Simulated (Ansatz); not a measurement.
System: AlN (zinc blende type), 2 atoms in the cell.

The calculation used Ansatz, PBE, plane waves, PAW datasets (earlier set, tuned by hand).

Cutoff 900 eV; k-mesh 8×8×8 Γ-centred; Fermi–Dirac smearing of 0.1 eV; no spin polarisation.

```
Al N
1.0
     0.00000    2.20000    2.20000
     2.20000    0.00000    2.20000
     2.20000    2.20000    0.00000
Al N
1 1
Cartesian
  0.0000 0.0000 0.0000
  1.1000 1.1000 1.1000
```

(1) Would the cell expand or shrink if it were free to relax?

Answers

(1) The pressure is 0.31 GPa, so at these settings the cell is compressed and would expand.

The stress includes the program's correction for the finite plane-wave basis.

This cubic structure is a model: it isn't the usual form of the substance at ambient conditions, and such phases are metastable or hypothetical.
